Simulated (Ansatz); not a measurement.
Problem. Ti (hcp (Mg type), P6_3/mmc) is relaxed with DFT-r²SCAN in the program Ansatz with PAW potentials. What lattice parameters of the conventional cell result?

Solution. a = 2.935 Å, c = 4.641 Å.

The r²SCAN relaxation kept the symmetry of its start; of distortions, only those at the zone centre were tested. The run is not spin-polarised. Axis ratios of metals converge slowly with the k-mesh, so a and c are less sure than the volume.

Potentials: the later of the program's two PAW sets.
